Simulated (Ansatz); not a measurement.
Start of a relaxation, CH4 put at a bridge Ta-Ta site (Ta, Im-3m (No. 229), (1 1 1) face):

```xyz
13
Lattice="4.6394 0.0000 0.0000 -2.3197 4.0178 0.0000 0.0000 0.0000 27.0787" Properties=species:S:1:pos:R:3 pbc="T T T"
Ta    2.3197    1.3393    8.5000
Ta    0.0000    2.6785    9.4470
Ta    0.0000    0.0000   10.3940
Ta    2.3197    1.3393   11.3410
Ta    0.0000    2.6785   12.1852
Ta    0.0000    0.0000   13.2992
Ta    2.3197    1.3393   14.1191
Ta    0.0000    2.6785   14.7860
H    -1.1598    2.0089   17.8260
C    -1.1598    2.0089   18.9160
H    -1.3126    3.0265   19.2757
H    -1.9647    1.3679   19.2757
H    -0.2022    1.6324   19.2757
```

Method: Ansatz 0.2.0, DFT PBEsol, scalar-relativistic, plane waves, PAW. Settings: cutoff 420 eV, Γ-centred mesh 6×6×1 on the computed 13-atom cell, Gaussian smearing of 0.10 eV; no spin polarisation. A dipole correction removes the field between periodic images along c.

Atoms 1, 2, 3, 4 (counted from 1) are held. The cell is fixed. Force threshold 0.03 eV/Å.

```csv
step,E − E_final (eV),largest force (eV/Å)
1,0.155,0.372
2,0.147,0.058
3,0.148,0.332
4,0.150,0.216
5,0.145,0.016
6,0.142,0.076
7,0.139,0.167
8,0.136,0.234
9,0.132,0.172
10,0.126,0.143
11,0.119,0.086
12,0.111,0.128
13,0.100,0.091
14,0.087,0.080
15,0.073,0.111
16,0.056,0.148
17,0.036,0.121
18,0.019,0.106
19,0.018,0.416
20,0.008,0.169
21,0.004,0.065
22,0.001,0.010
23,0.000,0.033
24,0.000,0.008
```

Question: What is the final structure?

Answer:
```
CELL_PARAMETERS angstrom
4.63936 0.00000 0.00000
-2.31968 4.01780 0.00000
0.00000 0.00000 27.07873
ATOMIC_POSITIONS crystal
Ta 0.66667 0.33333 0.31390
Ta 0.33333 0.66667 0.34887
Ta 0.00000 0.00000 0.38384
Ta 0.66667 0.33333 0.41882
Ta 0.33348 0.66697 0.44991
Ta 0.99937 0.99894 0.49106
Ta 0.66599 0.33212 0.52134
Ta 0.33251 0.66497 0.54797
H 0.10064 0.59188 0.62683
C 0.32818 0.65079 0.64877
H 0.43807 0.90376 0.66370
H 0.24611 0.46434 0.67842
H 0.51992 0.62652 0.62702
```

The end is the local minimum or symmetric point that this start leads to. The slab is only 6.6 Å thick, so the energy isn't converged with thickness.

Spin–orbit coupling is left out, which can shift energies with elements as heavy as these.

Cost: 1 run of about 40 core-minutes, on Arm Neoverse V2 (shared hosts).